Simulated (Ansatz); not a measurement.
Structure: ZnInGaO₄ (R3m) from a database structure, at its r2SCAN minimum. It is trigonal, R3m (No. 160); conventional cell a = 3.310 Å, c = 25.764 Å, 11.64 Å³ an atom. Zn is surrounded by 4 O at 1.97–1.99 Å; In is surrounded by 6 O at 2.19 Å; Ga is surrounded by 5 O at 1.91–1.97 Å; O is surrounded by 1 Zn at 1.97 Å and 3 In at 2.19 Å; O is surrounded by 1 Ga at 1.95 Å and 3 In at 2.19 Å; O is surrounded by 3 Ga at 1.91 Å; O is surrounded by 1 Ga at 1.97 Å and 3 Zn at 1.99 Å.

```cif
data_structure
_symmetry_space_group_name_H-M 'P 1'
_symmetry_Int_Tables_number 1
_cell_length_a 8.7982
_cell_length_b 8.7982
_cell_length_c 8.7982
_cell_angle_alpha 21.688
_cell_angle_beta 21.688
_cell_angle_gamma 21.688
_cell_volume 81.51
loop_
_atom_site_label
_atom_site_type_symbol
_atom_site_fract_x
_atom_site_fract_y
_atom_site_fract_z
_atom_site_occupancy
Zn1 Zn 0.21875 0.21875 0.21875 1
In1 In 0.00307 0.00307 0.00307 1
Ga1 Ga 0.78710 0.78710 0.78710 1
O1 O 0.29520 0.29520 0.29520 1
O2 O 0.71137 0.71137 0.71137 1
O3 O 0.12102 0.12102 0.12102 1
O4 O 0.86348 0.86348 0.86348 1
```

4 runs of Ansatz on this cell differ in the functional (and in the settings that go with it). Levels are in eV from each run's valence top; v1 is the last filled band, c1 the first empty one.

Run A, mean stress 0.0 GPa (compression positive):

| point | v5 | v3 | v1 | c1 | c2 | c3 |
| --- | --- | --- | --- | --- | --- | --- |
| Γ | -0.87 | -0.60 | 0.00 | 1.77 | 4.95 | 5.60 |
| T | -1.39 | -0.90 | 0.00 | 3.11 | 3.42 | 5.94 |
| H₂ | -2.46 | -1.45 | -0.46 | 7.23 | 8.47 | 8.73 |

Run B, mean stress +7.0 GPa (compression positive):

| point | v5 | v3 | v1 | c1 | c2 | c3 |
| --- | --- | --- | --- | --- | --- | --- |
| Γ | -0.80 | -0.56 | 0.00 | 1.29 | 4.46 | 5.06 |
| T | -1.38 | -0.82 | 0.00 | 2.68 | 3.00 | 5.35 |
| H₂ | -2.42 | -1.37 | -0.40 | 6.54 | 7.70 | 8.22 |

Run C, mean stress -0.1 GPa (compression positive):

| point | v5 | v3 | v1 | c1 | c2 | c3 |
| --- | --- | --- | --- | --- | --- | --- |
| Γ | -0.68 | -0.46 | 0.00 | 3.71 | 7.05 | 7.74 |
| T | -1.28 | -0.72 | 0.00 | 5.04 | 5.42 | 8.10 |
| H₂ | -2.51 | -1.34 | -0.40 | 9.45 | 10.72 | 10.91 |

Run D, mean stress +0.1 GPa (compression positive):

| point | v5 | v3 | v1 | c1 | c2 | c3 |
| --- | --- | --- | --- | --- | --- | --- |
| Γ | -0.68 | -0.47 | 0.00 | 3.01 | 6.30 | 6.99 |
| T | -1.28 | -0.71 | 0.00 | 4.31 | 4.69 | 7.34 |
| H₂ | -2.49 | -1.33 | -0.40 | 8.67 | 9.95 | 10.15 |

Question: Match the runs to PBE, r2SCAN, HSE06, PBE0.

Answer: A is r2SCAN, B is PBE, C is PBE0, D is HSE06. In order of the gap: PBE 1.29, r2SCAN 1.77, HSE06 3.01, PBE0 3.71 eV.

No spin polarisation and no zero-point or thermal motion.

The runs are scalar-relativistic, without spin-orbit coupling.

The stress of a hybrid is loosely converged in these runs.
